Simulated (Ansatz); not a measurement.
CaTiO3 in space group R3c (No. 161; Ca on 6a, Ti on 6a, O on 18b), plane-wave PAW PBEsol (Ansatz code), all energies at zero smearing, with the estimated change up to a 700 eV cutoff added, with one set of potentials and settings (totals compare only within such a set). Cell of 10 atoms (2 Ca, 2 Ti, 6 O): -11917.439 eV.

```json
[
 {"element": "Ca", "reference phase": "Fm-3m, 1 atoms in the cell", "E (eV/atom)": "-1793.7315"},
 {"element": "Ti", "reference phase": "P6/mmm, 3 atoms in the cell", "E (eV/atom)": "-2473.9117"},
 {"element": "O", "reference phase": "C2/m, 4 atoms in the cell, spin-polarised", "E (eV/atom)": "-558.3554"}
]
```

Formation energy per atom, worked out: (-11917.439 − 2×(-1793.7315) − 2×(-2473.9117) − 6×(-558.3554))/10 = -3.202 eV/atom (-309 kJ per mol of atoms), at 0 K, without zero-point energy or fitted corrections.

The start of the workflow was typed in or built on a structure type; neither database checked (COD, Materials Project) lists it. COD files the formula under space group No. 11, 62, 65, 140, 221, so this cell is another polymorph or a model. Its standing as an ambient phase is unchecked. The cell was relaxed with PBEsol under the symmetry of its start; phonons on a q-mesh show no instability. The workflow began spin-polarised and lost its moments. The references are the lowest solids computed at this level, not always the standard phases (solids in place of the gases).

Potentials: the later of the program's two PAW sets.
